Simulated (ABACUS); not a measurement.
Set-up for a self-consistent single point of LiF (I4/mmm, 8 atoms in the cell; from Materials Project mp-1138, changed as shown).

```yaml
crystal:
  lattice:
    - [4.08343, 0.00000, 0.00000]
    - [0.00000, 4.08343, 0.00000]
    - [0.00000, 0.00000, 4.04260]
  atoms:
    - { symbol: Li, position: [0.00000, 0.00000, 0.00000] }
    - { symbol: Li, position: [0.00000, 0.50000, 0.50000] }
    - { symbol: Li, position: [0.50000, 0.00000, 0.50000] }
    - { symbol: Li, position: [0.50000, 0.50000, 0.00000] }
    - { symbol: F, position: [0.50000, 0.00000, 0.00000] }
    - { symbol: F, position: [0.50000, 0.50000, 0.50000] }
    - { symbol: F, position: [0.00000, 0.00000, 0.50000] }
    - { symbol: F, position: [0.00000, 0.50000, 0.00000] }
```

Method: LDA (PW92), PseudoDojo 0.4 standard norm-conserving LDA (tails mended) pseudopotentials (plane waves; ABACUS 3.10.1).

ABACUS settings:

| key | value |
|---|---|
| KPT | MP 7 7 7 0 0 0 |
| basis_type | pw |
| dft_functional | PWLDA |
| ecutwfc | 84 Ry |
| smearing_method | fixed |
| potentials | PseudoDojo 0.4 standard norm-conserving LDA (tails mended) |
| symmetry | 1 |
| symmetry_prec | 1e-05 |
| ks_solver | dav_subspace |
| scf_nmax | 100 |
| scf_thr | 1.0e-09 Ry |
| mixing_type | broyden |
| mixing_beta | 0.7 |

Results:

- Number of valence electrons = 40
- Number of bands = 30
- Number of k-points after the program's reduction = 40
- Number of plane waves (most at a k-point) = 5935
- Number of SCF iterations = 8
- FFT grid = 45 × 45 × 45
- Free energy E − TS = -3464.5015 eV
- Pressure = -8.29 GPa

Stress (GPa, positive for compression):
```
-8.45   0.00   0.00
 0.00  -8.45   0.00
 0.00   0.00  -7.98
```

For comparison: a first run was changed to give this one (lattice vector c scaled by 0.99), and from it to this one the free energy goes down by 4.5 meV/atom and the pressure goes from -8.79 to -8.29 GPa.

The structure comes from a collection of computed structures, made at another level of theory; the collection holds predicted forms beside known ones.

Cost on one core: about 100 core-seconds (a rough figure).

“Tails mended”: in these copies of the files the far tail of each local potential was reset to the Coulomb form.
